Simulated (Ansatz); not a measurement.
In2Si2O7:
Space group C2/m (No. 12); a = 6.632 Å, b = 8.649 Å, c = 4.725 Å, α = 90.00°, β = 102.66°, γ = 90.00°

```json
[
 {"atom": "In", "site": "4g", "symmetry": "2", "x": "0.0000", "y": "0.3076", "z": "0.0000"},
 {"atom": "Si", "site": "4i", "symmetry": "m", "x": "0.2217", "y": "0.0000", "z": "0.4098"},
 {"atom": "O", "site": "8j", "symmetry": "1", "x": "0.2357", "y": "0.1568", "z": "0.2186"},
 {"atom": "O", "site": "2c", "symmetry": "2/m", "x": "0.5000", "y": "0.5000", "z": "0.5000"},
 {"atom": "O", "site": "4i", "symmetry": "m", "x": "0.1079", "y": "0.5000", "z": "0.2825"}
]
```
(The calculation used a cell of 11 atoms; values per cell refer to that cell.)

Relaxed with PBEsol.

**Question.** Give the optical modes at the zone centre with their infrared activity from DFPT, plane-wave PAW PBEsol (Ansatz code).

**Answer.** Transverse frequencies, without the LO–TO term; a row sums one degenerate level.

```tsv
ω (cm⁻¹)	degeneracy	IR ((D/Å)²/amu)	activity	symmetry
106	1	0.00	IR-inactive	Bg
133	1	2.19	IR	Au
133	1	2.62	IR	Bu
170	1	0.00	IR-inactive	Ag
174	1	0.00	IR-inactive	Bg
183	1	0.00	IR-inactive	Bg
200	1	8.29	IR	Bu
202	1	2.54	IR	Au
257	1	11.23	IR	Bu
299	1	0.00	IR-inactive	Ag
333	1	5.07	IR	Bu
351	1	5.55	IR	Au
353	1	0.00	IR-inactive	Ag
379	1	0.00	IR-inactive	Bg
429	1	0.00	IR-inactive	Ag
436	1	0.00	IR-inactive	Bg
445	1	2.27	IR	Bu
459	1	0.00	IR-inactive	Ag
466	1	5.16	IR	Au
498	1	25.46	IR	Bu
506	1	0.00	IR-inactive	Bg
548	1	4.75	IR	Au
655	1	0.00	IR-inactive	Ag
813	1	10.08	IR	Bu
850	1	44.07	IR	Au
883	1	49.65	IR	Bu
904	1	0.00	IR-inactive	Ag
915	1	0.00	IR-inactive	Bg
929	1	0.00	IR-inactive	Ag
1122	1	25.26	IR	Bu
```

**Question.** How high does the top mode go among those that the LO–TO term moves?

**Answer.** 1176 cm⁻¹ for q along x, 977 cm⁻¹ for q along y, 1134 cm⁻¹ for q along z.

The first step of the workflow began from a Materials Project structure, measured or hypothetical; the Crystallography Open Database files this formula in space group No. 12, but the cells were not matched. Whether it is the stable phase at ambient conditions was not checked. The cell was relaxed with PBEsol under the symmetry of its start; its stability against distortions is not shown here.

Potentials: the later of the program's two PAW sets.
